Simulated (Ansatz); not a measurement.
ZnS (zinc blende), relaxed and computed with several functionals in Ansatz (plane waves, PAW).

```
functional       a (Å)    gap (eV)  B₀ by P(V) fit (GPa)
----------  ----------  ----------  --------------------
PBE              5.443        2.02                  69.5
r²SCAN      (withheld)  (withheld)            (withheld)
HSE06            5.425        3.28                  75.0
```

Question: Some entries are withheld; supply them.

Answer: 
- r²SCAN, a (Å): 5.389
- r²SCAN, gap (eV): 2.70
- r²SCAN, B₀ by P(V) fit (GPa): 78.6

All cells were relaxed under the symmetry of their starts (and spin orders); stability against distortions was not tested throughout.

Potentials: the later of the program's two PAW sets.

Ansatz (a first-principles code) is a plane-wave DFT program.
